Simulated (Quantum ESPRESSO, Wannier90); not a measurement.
**TaC (rock salt), plane waves to Wannier functions**

```
begin unit_cell_cart
ang
    0.0000000000    2.2339000000    2.2339000000
    2.2339000000    0.0000000000    2.2339000000
    2.2339000000    2.2339000000    0.0000000000
end unit_cell_cart
begin atoms_frac
Ta   0.0000000000  0.0000000000  0.0000000000
C    0.5000000000  0.5000000000  0.5000000000
end atoms_frac
```

Materials Project entry mp-1086; symmetrised, unrelaxed at this level. COD (Crystallography Open Database) has an entry of this formula and space group (matched by these alone). Level: PBEsol, no spin polarisation, no spin-orbit coupling; pw.x of Quantum ESPRESSO at 66 Ry with PseudoDojo potentials, 12×12×12 k-points, Wannier90. Density: 12×12×12 mesh, cold smearing 0.01 Ry. Spin-orbit coupling is left out although heavy elements are present.

A tight-binding model is made by disentanglement and projection with no localisation steps (num_iter = 0), so the 13 orbitals stay atom-like: hydrogen-like Ta: s;p;d; C: s;p, axes along x, y, z; frozen window up to 1.50 eV relative to the Fermi level. It follows pw.x to 1.8 meV rms for states up to 1.0 eV relative to the Fermi level. Matrix elements depend on this choice of orbitals and windows.

Problem. Which pairs of orbitals on different sites are coupled most strongly? Give distance, modulus and how many such pairs a cell has.

Solution. 
```
orbital    orbital  distance of the centres (Å)  modulus (eV)  pairs
-------  ---------  ---------------------------  ------------  -----
C pz        Ta dz2                         2.23          2.91      2
C py     Ta dx2-y2                         2.23          2.52      2
C px     Ta dx2-y2                         2.23          2.52      2
C s         Ta dz2                         2.23          2.44      2
C py         Ta py                         2.23          2.43      2
C px         Ta px                         2.23          2.43      2
C pz         Ta pz                         2.23          2.43      2
C pz          Ta s                         2.23          2.37      2
C py          Ta s                         2.23          2.37      2
C px          Ta s                         2.23          2.37      2
C s      Ta dx2-y2                         2.23          2.11      4
C s          Ta py                         2.23          1.85      2
C s          Ta px                         2.23          1.85      2
C s          Ta pz                         2.23          1.85      2
C py        Ta dz2                         2.23          1.46      2
C px        Ta dz2                         2.23          1.46      2
C s           Ta s                         2.23          1.41      6
C s         Ta dz2                         2.23          1.22      4
C py        Ta dyz                         2.23          1.09      2
C pz        Ta dyz                         2.23          1.09      2
C px        Ta dxy                         2.23          1.09      2
C pz        Ta dxz                         2.23          1.09      2
C px        Ta dxz                         2.23          1.09      2
C py        Ta dxy                         2.23          1.09      2
Ta px        Ta pz                         3.16          0.95      4
Ta px        Ta py                         3.16          0.95      4
Ta py        Ta pz                         3.16          0.95      4
Ta dxz       Ta px                         3.16          0.92      4
Ta dxy       Ta px                         3.16          0.92      4
Ta dxy       Ta py                         3.16          0.92      4
```
